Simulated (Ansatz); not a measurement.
Ag: symmetry broken, then relaxed

Level of theory: DFT PBEsol, scalar-relativistic, plane waves, PAW in Ansatz. Cutoff 420 eV, Γ-centred 14×14×14 k-points, Gaussian smearing of 0.15 eV. No spin polarisation. Energies are free energies at this smearing, counted from the undisturbed cell; pressure is positive in compression.

The starting cell (relaxed at this level):

```
CELL_PARAMETERS angstrom
0.00000 2.02721 2.02721
2.02721 0.00000 2.02721
2.02721 2.02721 0.00000
ATOMIC_POSITIONS crystal
Ag 0.00000 0.00000 0.00000
```

The cell is strained by (-0.0606, 0.0908, -0.0302, -0.0771, 0.0747, -0.0050) (xx, yy, zz, yz, xz, xy; engineering shear). Cell and atoms are then relaxed.

Does the relaxation return to the undisturbed structure?

Yes (up to a choice of domain or origin): same space group and volume, and an energy 0.0 meV/atom from it. The disturbance itself cost 73.2 meV/atom. The final space group reads Fm-3m (tolerance 0.05 Å) and the volume changes by -0.06 %.

Final structure:

```yaml
crystal:
  lattice:
    - [0.00011, 2.02656, 2.02678]
    - [2.02703, 0.00001, 2.02689]
    - [2.02695, 2.02659, 0.00007]
  atoms:
    - { symbol: Ag, position: [0.00000, 0.00000, 0.00000] }
```

The relaxation, step by step (energy from the first step; small jumps at an unchanged geometry come where the plane waves are selected anew for the new cell):

```csv
step,ΔE (meV/atom),largest force component (eV/Å),pressure (GPa)
1,0.0,0.000,3.62
2,-55.0,0.000,-0.24
3,-68.5,0.000,1.41
4,-72.8,0.000,-0.66
5,-73.0,0.000,0.01
6,-73.2,0.000,0.06
7,-73.2,0.000,0.00
8,-73.2,0.000,0.00
```